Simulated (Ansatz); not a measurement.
ZrC, DFT, LDA, all-electron LAPW, scalar-relativistic (Ansatz 0.2.0), on 1 thread of Intel(R) Xeon(R) Platinum 8375C CPU @ 2.90GHz (Ice Lake) (shared host).

Command: `ansatz run input.yaml --threads 1 --pin off --max-ram 2048MiB --backend cpu --events-out ev --progress --plain --runs-dir out`

```yaml
crystal:
  lattice:
    - [0.0, 2.3207235877, 2.3207235877]
    - [2.3207235877, 0.0, 2.3207235877]
    - [2.3207235877, 2.3207235877, 0.0]
  atoms:
    - { symbol: Zr, position: [0.5, 0.5, 0.5] }
    - { symbol: C, position: [0.0, 0.0, 0.0] }
kpoints:
  mp_grid: { grid: [15, 15, 15] }
scf:
  occupations: { method: fermi_dirac, width: 0.05 }
hamiltonian:
  xc: lda
  pseudopotentials: { kind: all_electron, lapw: { basis_error: 0.0005 } }
output:
  forces: true
  stress: true
  eigenvalues: true
relax:
  f_tol: 0.005
  max_steps: 12
  cell: {}
```

Q: How large is the problem that the program sets up?

A: 120 irreducible k-points, 283 plane waves at Γ, 22 bands.

Q: About how long does it take?

A: 44 s of wall time for 16 SCF iterations over 3 geometries. Times on shared machines scatter by tens of per cent.
